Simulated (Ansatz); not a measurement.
Be (hcp, Mg type)

```xyz
2
Lattice="2.2647 0.0000 0.0000 -1.1324 1.9613 0.0000 0.0000 0.0000 3.5612" Properties=species:S:1:pos:R:3 pbc="T T T"
Be     0.0000     1.3075     2.6709
Be     1.1324     0.6538     0.8903
```

The atoms are displaced by Q × the pattern below (from a DFPT mode at Γ, largest move 1; Q in Å), at fixed cell.

| atom | x | y | z |
|---|---|---|---|
| Be1 | 0.000 | 0.000 | -1.000 |
| Be2 | 0.000 | 0.000 | 1.000 |

Computed with PBE (plane waves to 420 eV, PAW, scalar-relativistic; Ansatz, an electronic-structure program). k mesh 23×23×13 (Γ-centred), Fermi-Dirac smearing 0.05 eV. The energy includes the smearing's −TS. Stress and pressure are positive under compression. With partly filled bands, energies and forces of such displacements shift with the k mesh and the smearing. Be was relaxed with its symmetry unable to fall. ΔE is measured from the undisplaced structure.

| Q (Å) | P (GPa) | ΔE (meV/cell) |
|---|---|---|
| -0.100 | 3.6 | 162 |
| -0.083 | 2.5 | 112 |
| -0.067 | 1.6 | 71 |
| -0.050 | 0.9 | ___ |
| -0.033 | 0.4 | ___ |
| -0.017 | 0.1 | 4 |
| 0.000 | 0.0 | 0 |
| 0.017 | 0.1 | 4 |
| 0.033 | 0.4 | ___ |
| 0.050 | 0.9 | ___ |
| 0.067 | 1.6 | 71 |
| 0.083 | 2.5 | 112 |
| 0.100 | 3.6 | 162 |

Problem. Fill in the missing entries.

Solution. 
- -0.050, ΔE (meV/cell): 40
- -0.033, ΔE (meV/cell): 18
- 0.033, ΔE (meV/cell): 18
- 0.050, ΔE (meV/cell): 40

(For displaced atoms, the force is minus the slope of the energy, and its curvature is a force constant, which sets phonon frequencies.)
